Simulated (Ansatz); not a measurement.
Space group Fm-3m (No. 225). a = 6.536 Å, b = 6.536 Å, c = 6.536 Å, α = 90.00°, β = 90.00°, γ = 90.00°
```
atom site symmetry x y z
  Te    4b m-3m  0.5000  0.0000  0.0000
  Pb    4a m-3m  0.0000  0.0000  0.0000
```

Equation of state of this TePb structure (not necessarily the ground state), with shape and atoms relaxed at each volume where symmetry leaves them free. Method: DFT r2SCAN, scalar-relativistic, plane waves, PAW in Ansatz.

Settings: cutoff 500 eV, Γ-centred mesh 8×8×8 on the computed 2-atom cell, Gaussian smearing of 0.02 eV; no spin polarisation.

```
V (Å³/atom) E − E(largest V) (meV/atom) P (GPa) gap on mesh (eV)
     30.716                        43.52     7.13              0.77
     31.764                         4.52     4.87              0.87
     32.811                       -20.90     2.96              0.95
     33.858                       -34.83     1.35              1.03
     34.905                       -39.02    -0.03              1.09
     35.952                       -34.95    -1.19              1.15
     36.999                       -23.87    -2.18              1.19
     38.396                         0.00    -3.26              1.25
```

Task: Fit a third-order Birch–Murnaghan equation to E(V).

Result: V0 = 34.88 Å³/atom, B0 = 42 GPa, B0' = 4.5.

Spin-orbit coupling is left out, which matters for the bands of heavy elements.